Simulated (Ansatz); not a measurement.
# GaReSi: frozen-core PAW against all-electron methods

```xyz
6
Lattice="3.1942 0.0000 0.0000 0.0000 3.1942 0.0000 0.0000 0.0000 8.0540" Properties=species:S:1:pos:R:3 pbc="T T T"
Ga    1.5971    0.0000    7.3662
Ga    0.0000    1.5971    0.6878
Si    0.0000    1.5971    3.3440
Si    1.5971    0.0000    4.7100
Re    0.0000    1.5971    5.8845
Re    1.5971    0.0000    2.1695
```

Atoms are numbered in the order listed.

The cell is COD entry 4345680, as deposited and not checked against the literature; nothing was relaxed.

Spin–orbit coupling is left out, though it moves levels of the heavy atoms by tenths of an eV or more.

Levels of theory: DFT, PBE, PAW with Ansatz's default frozen-core files, scalar-relativistic (Ansatz 0.2.0); DFT, PBE, all-electron PAW with datasets made for the crystal, scalar-relativistic (Ansatz 0.2.0); DFT, PBE, all-electron LAPW, scalar-relativistic (Ansatz 0.2.0).

For PAW: a Γ-centred 9×9×4 k mesh, Fermi–Dirac smearing of 0.05 eV, cutoff 420 eV, no spin polarisation. The crystal-made all-electron datasets (AE datasets) take a cutoff of 260 eV at this cell. LAPW targets a basis error of 1 meV/atom. The Ansatz runs share mesh, smearing and spin set-up. Plane-wave (PAW) pressures include the program's estimate of the Pulay term.

Stress and pressure are positive in compression.

Levels count from the top of the valence band.

| quantity | PAW | AE datasets | LAPW |
| --- | --- | --- | --- |
| pressure (GPa) | 3.52 | 3.56 | 3.56 |
| stress xx (GPa) | 3.45 | 3.50 | 3.50 |
| stress zz (GPa) | 3.66 | 3.69 | 3.69 |
| force on Ga1, z (eV/Å) | 0.020 | 0.018 | 0.018 |
| force on Si3, z (eV/Å) | 0.028 | 0.027 | 0.027 |
| force on Re5, z (eV/Å) | -0.160 | -0.160 | -0.160 |
| band gap (eV) | 0.150 | 0.149 | 0.149 |
| highest filled level at Z (eV) | 0.000 | 0.000 | 0.000 |
| lowest empty level at Z (eV) | 1.736 | 1.734 | 1.734 |
| highest filled level at A (eV) | -1.565 | -1.567 | -1.567 |
| lowest empty level at A (eV) | 0.508 | 0.507 | 0.507 |

PAW's pressure differs from the LAPW value by -0.04 GPa.
